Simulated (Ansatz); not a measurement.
Ge:
```xyz
2
Lattice="-2.5726 2.5726 1.4101 2.5726 -2.5726 1.4101 2.5726 2.5726 -1.4101" Properties=species:S:1:pos:R:3 pbc="T T T"
Ge     2.5726     0.0000     0.7051
Ge     0.0000     0.0000     1.4101
```

Relaxed with r²SCAN. Special points in fractions of this cell's reciprocal vectors: Γ (0.000, 0.000, 0.000); X (0.000, 0.000, 0.500); M (-0.500, 0.500, 0.500); Z (0.325, 0.325, -0.325); Z0 (-0.325, 0.675, 0.325); P (0.250, 0.250, 0.250); N (0.000, 0.500, 0.000).

Task: List the band energies nearest the Fermi level at these points for r²SCAN with spin–orbit coupling in the plane-wave PAW code Ansatz.

Result: In eV from the Fermi level; about four levels below and three above (degenerate sets whole), none deeper than 8.9 eV; points with the same levels are listed once.

```
k                    below                above
-  -----------------------  -------------------
Γ  -2.54 -2.54 -2.38 -2.38  3.81 3.81 7.84 7.84
X                        –  0.63 0.63 0.63 0.63
M  -6.09 -6.09 -6.09 -6.09  6.28 6.28 6.28 6.28
Z  -3.79 -3.79 -3.75 -3.75  4.12 4.12 7.01 7.01
P  -4.52 -4.52 -4.50 -4.50  4.32 4.32 4.47 4.47
N  -2.13 -2.13 -1.50 -1.50  2.81 2.81 3.78 3.78
```

Space group I4_1/amd (β-Sn type). This is a known high-pressure phase of the composition, computed here at zero pressure and temperature. The r²SCAN relaxation kept the symmetry of its start; of distortions, only those at the zone centre were tested.

Potentials: the earlier of the program's two PAW sets.
